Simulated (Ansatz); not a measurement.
HfB2:
```cif
data_B2Hf
_chemical_formula_sum 'Hf1 B2'
_space_group_name_H-M_alt 'P6/mmm'
_space_group_IT_number 191
_space_group_name_Hall '-P 6 2'
_cell_length_a 3.12728
_cell_length_b 3.12728
_cell_length_c 3.44685
_cell_angle_alpha 90.000
_cell_angle_beta 90.000
_cell_angle_gamma 120.000
loop_
_atom_site_label
_atom_site_type_symbol
_atom_site_symmetry_multiplicity
_atom_site_Wyckoff_symbol
_atom_site_fract_x
_atom_site_fract_y
_atom_site_fract_z
_atom_site_occupancy
Hf1 Hf 1 a 0.00000 0.00000 0.00000 1
B1 B 2 d 0.33333 0.66667 0.50000 1
```

Relaxed at zero pressure with the program Ansatz at the PBEsol level (PAW).

Q: The volume is raised by 3 % and shape and atoms relax at that volume. What pressure results, and how do the axes share the change?

A: -7.3 GPa; a 0.9 %, b 0.9 %, c 1.2 %; the energy rises by 7 meV/atom.

Q: Give the new structure.

A: 
Space group P6/mmm (No. 191); a = b = 3.156 Å, c = 3.487 Å, α = β = 90.00°, γ = 120.00°

```json
[
 {"atom": "Hf", "site": "1a", "symmetry": "6/mmm", "x": "0.0000", "y": "0.0000", "z": "0.0000"},
 {"atom": "B", "site": "2d", "symmetry": "-6m2", "x": "0.3333", "y": "0.6667", "z": "0.5000"}
]
```

The phase is kept; no other phase was compared at this pressure.

The PBEsol relaxation kept the symmetry of its start; of distortions, only those at the zone centre were tested. The run is not spin-polarised. Scalar-relativistic: spin–orbit coupling is off unless named, which matters more the heavier the elements.

Potentials: the later of the program's two PAW sets.
